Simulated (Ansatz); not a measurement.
Relaxed Se (trigonal-Se type, space group P3_121):

```xyz
3
Lattice="4.0394 0.0000 0.0000 -2.0197 3.4982 0.0000 0.0000 0.0000 5.1207" Properties=species:S:1:pos:R:3 pbc="T T T"
Se     0.5022     0.8699     2.5603
Se     3.0350     0.0000     4.2672
Se    -1.5175     2.6284     0.8534
```

In each cell atom 3 (Se, nearest neighbour Se at 2.437 Å; its periodic images, 4.0 Å or more away, move with it) moves by s·(1.000, 0.000, 0.000) (along Cartesian x), the rest being held.

Computed with PBEsol (plane waves to 420 eV, PAW, scalar-relativistic; Ansatz, a program for electronic structure). k mesh 8×8×5 (Γ-centred), Fermi-Dirac smearing 0.05 eV. E stands for the smeared free energy. Se was relaxed with its symmetry unable to fall. The zero of ΔE is the undisplaced structure.

```csv
s (Å),ΔE (meV/cell)
-0.240,122.7
-0.192,withheld
-0.144,43.3
-0.096,19.0
-0.048,4.7
0.000,0.0
0.048,4.6
0.096,17.9
0.144,39.7
0.192,69.3
0.240,106.1
```

Problem. Fit a polynomial form (powers 2, 3, 4) to the given rows and predict ΔE at s = -0.192.

Solution. Least squares on the 10 given rows: ΔE = (2009)·s² + (-600.2)·s³ + (-403.6)·s⁴, in meV/cell with s in Å; root-mean-square residual 0.03 meV/cell. At -0.192 the fit gives 77.8 meV/cell; the calculation gives 77.8 meV/cell, the same to the digits shown. The quadratic term alone would give 74.1 meV/cell.

(A displaced cell: forces are minus the slopes of the energy, force constants its curvatures, and phonons follow from these.)
